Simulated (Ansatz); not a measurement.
A relaxation computed with Ansatz, from input to last step.

```yaml
crystal:
  lattice:
    - [1.2101633046, 0.6986881097, 3.2726026091]
    - [-1.2101633046, 0.6986881097, 3.2726026091]
    - [0.0, -1.3973762194, 3.2726026091]
  atoms:
    - { symbol: C, position: [0.8334288271, 0.8334288271, 0.8334288271] }
    - { symbol: C, position: [0.1665711729, 0.1665711729, 0.1665711729] }
basis:
  ecutwfc: 420
kpoints:
  mp_grid: { grid: [12, 12, 12] }
hamiltonian:
  xc: lda
scf:
  occupations: { method: gaussian, width: 0.02 }
output:
  forces: true
  stress: true
  eigenvalues: true
  write_density: true
  write_potential: true
  elf: true
  volumetric_format: npy
relax:
  adjacent_minimum: "off"
  f_tol: 0.01
  max_steps: 30
  cell: { stress_tol: 0.1, fix: [volume] }
```

```bash
ansatz run input.yaml --threads 1 --pin off --max-ram 2560MiB --backend cpu --events-out ev --progress --plain --runs-dir out
```

All numbers below come from DFT LDA, scalar-relativistic, plane waves, PAW in Ansatz.

The volume is held at 0.97 times that of the relaxed cell.

Of 6 frames 5 are shown, positions in Å and forces in eV/Å; the SCF threshold varies from step to step. Steps run on the plane waves of an earlier cell, with a Pulay correction in the pressure. The basis is chosen afresh for the last frame, the zero of the energies, and at times for earlier ones too; energy and pressure step there, also at an unchanged geometry.

```xyz
2
Lattice="1.2102 0.6987 3.2726 -1.2102 0.6987 3.2726 0.0000 -1.3974 3.2726" Properties=species:S:1:pos:R:3:forces:R:3 pbc="T T T" step=1 free_energy_over_end_meV_per_atom=6.58 pressure_GPa=9.45
C     0.0000    0.0000    8.1824    0.0000    0.0000    0.0016
C     0.0000    0.0000    1.6354    0.0000    0.0000   -0.0016
2
Lattice="1.2179 0.7031 3.2313 -1.2179 0.7031 3.2313 0.0000 -1.4063 3.2313" Properties=species:S:1:pos:R:3:forces:R:3 pbc="T T T" step=2 free_energy_over_end_meV_per_atom=0.59 pressure_GPa=3.69
C     0.0000    0.0000    8.0792    0.0000    0.0000    0.0066
C     0.0000    0.0000    1.6147    0.0000    0.0000   -0.0066
2
Lattice="1.2212 0.7051 3.2137 -1.2212 0.7051 3.2137 0.0000 -1.4101 3.2137" Properties=species:S:1:pos:R:3:forces:R:3 pbc="T T T" step=3 free_energy_over_end_meV_per_atom=-0.04 pressure_GPa=1.26
C     0.0000    0.0000    8.0354    0.0000    0.0000   -0.0009
C     0.0000    0.0000    1.6056    0.0000    0.0000    0.0009
2
Lattice="1.2212 0.7051 3.2137 -1.2212 0.7051 3.2137 0.0000 -1.4101 3.2137" Properties=species:S:1:pos:R:3:forces:R:3 pbc="T T T" step=4 free_energy_over_end_meV_per_atom=0.01 pressure_GPa=1.25
C     0.0000    0.0000    8.0354    0.0000    0.0000   -0.0010
C     0.0000    0.0000    1.6056    0.0000    0.0000    0.0010
2
Lattice="1.2214 0.7052 3.2126 -1.2214 0.7052 3.2126 0.0000 -1.4104 3.2126" Properties=species:S:1:pos:R:3:forces:R:3 pbc="T T T" step=6 free_energy_over_end_meV_per_atom=0.00 pressure_GPa=1.11
C     0.0000    0.0000    8.0327    0.0000    0.0000    0.0002
C     0.0000    0.0000    1.6051    0.0000    0.0000   -0.0002
```

It took 31 s on 1 thread of AMD EPYC (Zen 3), with other jobs on the host, peak memory 0.33 GiB.

The cell holds layers, and where no dispersion correction was added their binding is poorly described.